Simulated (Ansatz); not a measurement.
Relaxed BP (zinc blende):

```
CELL_PARAMETERS angstrom
      0.00000     4.54847     4.54847
      2.27424     2.27424     4.54847
      2.27424     2.27424     0.00000
ATOMIC_POSITIONS crystal
  P  0.00000 0.75000 0.75000
  P  0.50000 0.75000 0.75000
  B  0.00000 0.00000 0.00000
  B  0.50000 0.00000 0.00000
```

The atoms are displaced by Q × the pattern below (from a DFPT mode at X = (0.5, 0.5, 0.0), largest move 1; Q in Å), at fixed cell. (q is in reciprocal vectors of the primitive cell; the cell shown is doubled to hold the pattern.)

```csv
atom,x,y,z
P1,0.000,0.000,1.000
P2,0.000,0.000,-1.000
```

Atoms not listed stay in place.

Level of theory: PBE (plane waves to 420 eV, PAW, scalar-relativistic; Ansatz, a quantum-chemistry and plane-wave program). k mesh 12×12×12 (Γ-centred), Fermi-Dirac smearing 0.05 eV. E stands for the smeared free energy. BP was relaxed with its symmetry unable to fall. The zero of ΔE is the undisplaced structure.

| Q (Å) | ΔE (meV/cell) |
|---|---|
| -0.180 | 1001 |
| -0.120 | 449 |
| -0.060 | 113 |
| 0.000 | 0 |
| 0.060 | 113 |
| 0.120 | 449 |
| 0.180 | 1001 |

**Question.** Which DFPT wavenumber at X = (0.5, 0.5, 0.0) belongs to this mode?
A. 313 cm⁻¹
B. 701 cm⁻¹
C. 781 cm⁻¹
D. 525 cm⁻¹

**Answer.** D, 525 cm⁻¹. The curvature of the scan gives 525 cm⁻¹

(A displaced cell: forces are minus the slopes of the energy, force constants its curvatures, and phonons follow from these.)
